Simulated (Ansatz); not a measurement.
Relaxed HfO2 (tetragonal-ZrO2 type, space group P4_2/nmc):

```xyz
6
Lattice="3.6048 0.0000 0.0000 0.0000 3.6048 0.0000 0.0000 0.0000 5.2650" Properties=species:S:1:pos:R:3 pbc="T T T"
Hf     0.0000     0.0000     0.0000
Hf     1.8024     1.8024     2.6325
O      0.0000     1.8024     1.0174
O      0.0000     1.8024     3.6499
O      1.8024     0.0000     1.6151
O      1.8024     0.0000     4.2476
```

Method: PBE (plane waves to 420 eV, PAW, scalar-relativistic; Ansatz, an electronic-structure program). k mesh 7×7×5 (Γ-centred), Fermi-Dirac smearing 0.05 eV. HfO2 is run without spin polarisation. HfO2 was relaxed with its symmetry unable to fall. Spin-orbit coupling is left out, though Hf is heavy. The PAW data are Ansatz's earlier set. This is a high-temperature form of HfO2.

One atom of the cell was then moved (with its periodic images), all else fixed, and the forces (eV/Å) came out as:

| atom | Fx | Fy | Fz |
|---|---|---|---|
| Hf1 | 2.718 | 0.000 | 1.286 |
| Hf2 | 0.100 | -0.504 | -0.508 |
| O3 | 0.086 | 0.068 | 0.100 |
| O4 | 1.940 | 1.550 | -0.199 |
| O5 | 0.188 | 0.194 | 0.129 |
| O6 | -5.032 | -1.307 | -0.808 |

Q: Which atom was moved, and by which vector (Å)?

A: O6, by (0.26, 0.26, 0.00), 0.37 Å in all.

(A displaced cell: forces are minus the slopes of the energy, force constants its curvatures, and phonons follow from these.)
